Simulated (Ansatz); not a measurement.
Question: Each is relaxed and computed with plane-wave PAW PBE (Ansatz code). Which alone has an imaginary phonon mode on a q-mesh?
A) KMgF3, cubic perovskite
B) KCdCO3F, P-6m2 (Pearson symbol hP7)
C) KZnF3, cubic perovskite
D) KF, rock salt

Answer: B, KCdCO3F, P-6m2 (Pearson symbol hP7). KCdCO3F: gap 1.78 eV, lowest mode -234 cm⁻¹; KF: gap 5.96 eV (direct), lowest mode 0 cm⁻¹; KZnF3: gap 3.71 eV (indirect), lowest mode 0 cm⁻¹; KMgF3: gap 6.96 eV (indirect), lowest mode 0 cm⁻¹. Standing as an ambient phase not checked: KCdCO3F, P-6m2 (Pearson symbol hP7). Unstable at this level: KCdCO3F, P-6m2 (Pearson symbol hP7). All cells were relaxed under the symmetry of their starts (and spin orders); stability against distortions was not tested throughout. Spin–orbit coupling is left out wherever it is not named.

Potentials: the later of the program's two PAW sets.
